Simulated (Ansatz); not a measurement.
The guess for Al₅As was made by a generator: random cell by space group and Wyckoff sites (P4/mmm, No. 123). The dimensions are guesses.

```xyz
6
Lattice="5.6056 0.0000 0.0000 0.0000 5.6056 0.0000 0.0000 0.0000 3.8181" Properties=species:S:1:pos:R:3 pbc="T T T"
Al    1.3170    2.8028    0.0000
Al    4.2886    2.8028    0.0000
Al    2.8028    1.3170    0.0000
Al    2.8028    4.2886    0.0000
Al    0.0000    0.0000    1.9091
As    2.8028    2.8028    0.0000
```

Theory: DFT PBE, scalar-relativistic, plane waves, PAW in Ansatz 0.2.0. Cutoff 420 eV, Gaussian smearing, Γ-centred meshes. Cell and atoms relax first on a coarse mesh and then on a finer one. In between, the cell is made exact in the group found at 0.06 Å. In metals the finer mesh still leaves noise of several meV/atom or more. The steps can't lower the symmetry of their start. No spin polarisation.

A guess keeps its type if space group and coordination stay and the shape of the cell changes little (axis ratios within about 15 %, angles within 6°); the volume may change.

Q: Does it keep its structure type, or change into something else?

A: It doesn't keep its type. The symmetry stays P4/mmm (No. 123). The volume per atom grows by 32.7 %, from 20.0 to 26.5 Å³. The shortest distance goes from 1.49 Å (Al–As) to 2.56 Å (Al–As). The ratio c/a of the conventional cell changes by a factor of 0.50. Counting neighbours within 15 % of an atom's shortest distance, the start has Al 1/18, As 4 and the end Al 2/4, As 6. In detail, at the end Al on a site of symmetry m2m is surrounded by 1 As at 2.56 Å and 3 Al at 2.62–2.66 Å; Al on a site of symmetry 4/mmm has 2 Al at 2.66 Å; As has 4 Al at 2.56 Å and 2 As at 2.66 Å.

```cif
data_structure
_symmetry_space_group_name_H-M 'P4/mmm'
_symmetry_Int_Tables_number 123
_cell_length_a 7.7373
_cell_length_b 7.7373
_cell_length_c 2.6603
_cell_angle_alpha 90.000
_cell_angle_beta 90.000
_cell_angle_gamma 90.000
_cell_volume 159.26
loop_
_atom_site_label
_atom_site_type_symbol
_atom_site_symmetry_multiplicity
_atom_site_Wyckoff_symbol
_atom_site_fract_x
_atom_site_fract_y
_atom_site_fract_z
_atom_site_occupancy
Al1 Al 4 n 0.16957 0.50000 0.00000 1
Al2 Al 1 b 0.00000 0.00000 0.50000 1
As1 As 1 c 0.50000 0.50000 0.00000 1
```

Energies over the elements count from the elements' standard structures at the same level, with no fitted energy shifts.

Q: At what energy does it end?

A: +0.66 eV/atom. It can't be a ground state, since the elements alone are lower.

The last run used a 6×6×14 mesh (in the run's order of axes) for its 6-atom cell and Gaussian smearing of 0.10 eV. The reference form of As is held partly by dispersion forces, which this level lacks. A structure relaxed within its symmetry needn't be a true minimum. Another cell of Al5As relaxed alike, in Cmmm, lies 0.46 eV/atom lower, so this cell isn't the stable form at this level.

In counts of neighbours, a slash parts the counts of unlike sites.
